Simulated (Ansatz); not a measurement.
## Stability checks on a candidate for SbP

It was reached by relaxing an invented guess, and it needn't be the stable form of this composition.

All numbers below come from DFT PBE, scalar-relativistic, plane waves, PAW (Ansatz 0.2.0). The final run on the 2-atom cell used 420 eV, a Γ-centred 12×12×1 mesh, 0.02 eV smearing and no spin polarisation.

This is a two-dimensional sheet: the third axis spans vacuum and isn't periodic.

```
Sb P
1.0
     3.73342    0.00000    0.00000
    -1.86671    3.23323    0.00000
     0.00000    0.00000   26.83690
Sb P
1 1
Direct
  0.66667 0.33333 0.32480
  0.33333 0.66667 0.27139
```

Energies over the elements count from the elements' standard structures at the same level, with no fitted energy shifts. The references include black phosphorus.

**Question.** These tests were run: energy against the elements; phonons on a 3×3×1 q mesh. What do they show?

**Answer.**

```csv
test,result
energy against the elements,+0.133 eV/atom
phonons on a 3×3×1 q mesh,no imaginary mode on the mesh
```

It fails one test: energy against the elements. It may still be a metastable minimum.

These runs have no spin–orbit coupling, which can matter for Sb. The reference form of P is held partly by dispersion forces, which this level lacks. The run for the phonons used a 12×12×1 k mesh.
